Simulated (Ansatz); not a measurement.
AlNi₃, first-principles data

AlNi$_{3}$:
Space group Fm-3m (No. 225); a = 5.5360 Å, b = 5.5360 Å, c = 5.5360 Å, α = 90.00°, β = 90.00°, γ = 90.00°

```json
[
 {"atom": "Al", "site": "4b", "symmetry": "m-3m", "x": "0.5000", "y": "0.5000", "z": "0.5000"},
 {"atom": "Ni", "site": "8c", "symmetry": "-43m", "x": "0.2500", "y": "0.2500", "z": "0.2500"},
 {"atom": "Ni", "site": "4a", "symmetry": "m-3m", "x": "0.0000", "y": "0.0000", "z": "0.0000"}
]
```
(The calculation used a cell of 4 atoms; values per cell refer to that cell.)

Space group Fm-3m (No. 225); conventional cell a = b = c = 5.5360 Å, α = β = γ = 90.00°.

Method: the program Ansatz at the LDA level (PAW). Structure relaxed to zero pressure with the same functional. Other levels are named where they apply.

**Cell and energy**

- Volume per atom = 10.60 Å³
- Density = 7.95 g/cm³
- Formation energy from the elements (no fitted shifts) = -0.41 eV/atom

**Electronic structure**

Electronic character: metallic (no gap)
Density of states at the Fermi level: 0.58 states/eV per atom (mean over ±0.08 eV)

**Mechanics**

* **Bulk modulus (Birch–Murnaghan fit)**: 219 GPa
* **Pressure derivative B′**: 4.6
* **Elastic constants (relaxed ions, GPa)**: C11 = 199, C12 = 228, C44 = 160
* **Mechanical stability**: unstable (C has a negative eigenvalue)

**Phonons**

- Highest zone-centre frequency: 341 cm⁻¹
- Zone-centre stability: no imaginary mode at Γ

The workflow started from a Materials Project entry (that database holds measured and hypothetical structures alike); the Crystallography Open Database copy checked does not list it. With Al and Ni taken as one species the cell has the higher symmetry Im-3m, so it may be an ordered model of a mixed-site phase. It is not the phase usual at ambient conditions (space group No. 221). The cell was relaxed with LDA under the symmetry of its start. The run is not spin-polarised. As this level gives no gap, shear constants depend on the k-mesh and smearing (Fermi–Dirac, 0.1 eV here). As this level gives no gap, phonon frequencies hold no LO–TO term and depend on the k-mesh and smearing (Fermi–Dirac, 0.1 eV here). The references are the lowest solids computed at this level, not always the standard phases.

Potentials: the later of the program's two PAW sets.
